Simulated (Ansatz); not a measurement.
Theory: DFT PBE, scalar-relativistic, plane waves, PAW (Ansatz). Settings: cutoff 420 eV, Γ-centred meshes spaced at most about 0.3 Å⁻¹, and about 0.25 Å⁻¹ or finer for metals (2π included), Gaussian smearing. No spin polarisation in the final relaxations.

Temperature and zero-point effects are left out.

Two forms of Si3Ag were relaxed alike.

A.

```
CELL_PARAMETERS angstrom
-2.57430 2.57430 2.57430
2.57430 -2.57430 2.57430
2.57430 2.57430 -2.57430
ATOMIC_POSITIONS crystal
Si 0.00000 0.50000 0.50000
Si 0.50000 0.00000 0.50000
Si 0.50000 0.50000 0.00000
Ag 0.00000 0.00000 0.00000
```

B.

```
CELL_PARAMETERS angstrom
5.11705 0.00000 0.00000
0.00000 5.11705 0.00000
0.00000 0.00000 5.11705
ATOMIC_POSITIONS crystal
Si 0.25000 0.00000 0.50000
Si 0.50000 0.75000 0.00000
Si 0.75000 0.00000 0.50000
Si 0.50000 0.25000 0.00000
Si 0.00000 0.50000 0.75000
Si 0.00000 0.50000 0.25000
Ag 0.00000 0.00000 0.00000
Ag 0.50000 0.50000 0.50000
```

Question: Which form is favoured at zero pressure, and by what margin per atom?

Answer: A is lower, by 198 meV/atom. A has space group Im-3m (No. 229), 17.1 Å³/atom and no gap on its mesh; B has the A15 type, space group Pm-3n (No. 223), 16.7 Å³/atom and no gap. Counting Si atoms around Ag (those within 1.25 times the shortest such distance or 1.15 times the sum of covalent radii), A has Ag 6 and B has Ag 12. Even the lower one lies +0.41 eV/atom against the reference forms of the elements (uncorrected), so neither is stable at this level. In A, Si has 2 Ag at 2.57 Å and 4 Si at 2.57 Å; Ag has 6 Si at 2.57 Å. In B, around Si lie 2 Si at 2.56 Å, 4 Ag at 2.86 Å and 8 Si at 3.13 Å; Ag has 12 Si at 2.86 Å. Both come from invented guesses.

A magnetic state wasn't ruled out in cells without spin, among them Im-3m. With atoms moved at random, Im-3m came back. Other cells relaxed within their symmetry can be saddle points.
